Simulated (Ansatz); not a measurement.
AlSiCN:
```
AlSiCN
1.0
    3.09404     0.00000     0.00000
   -1.54702     2.67952     0.00000
    0.00000     0.00000     5.02682
Al Si C N
1 1 1 1
Cartesian
  0.00000   1.78634   2.54960
  1.54702   0.89317   5.01333
  0.00000   1.78634   0.54517
  1.54702   0.89317   3.20219
```

x, y and z are the axes in which the lattice vectors are written.

**Question.** Give the proper piezoelectric stress tensor with relaxed ions from plane-wave PAW PBEsol (Ansatz code).

**Answer.** In C/m², rows x, y, z, Voigt columns; mesh uncertainty up to 0.01.
```
 0.00   0.00   0.00   0.00   0.34  -0.16
-0.16   0.16   0.00   0.34   0.00   0.00
 0.48   0.48  -1.15   0.00   0.00   0.00
```

The elastic tensor of the same run (GPa):

```
 438   121  84.6  -6.2   0.0   0.0
 121   438  84.6   6.2   0.0   0.0
84.6  84.6   428   0.0   0.0   0.0
-6.2   6.2   0.0   114   0.0   0.0
 0.0   0.0   0.0   0.0   114  -6.2
 0.0   0.0   0.0   0.0  -6.2   159
```

**Question.** Convert to strain constants d = e·S.

**Answer.** In pC/N:
```
 0.0   0.0   0.0   0.0   2.9  -0.9
-0.4   0.4   0.0   2.9   0.0   0.0
 1.3   1.3  -3.2   0.0   0.0   0.0
```

Space group P3m1. The first step of the workflow began from a Materials Project structure, measured or hypothetical; the Crystallography Open Database copy checked does not list it. Whether it is the stable phase at ambient conditions was not checked. Symmetry was held in the PBEsol relaxation; phonons on a q-mesh show no instability.

Potentials: the later of the program's two PAW sets.
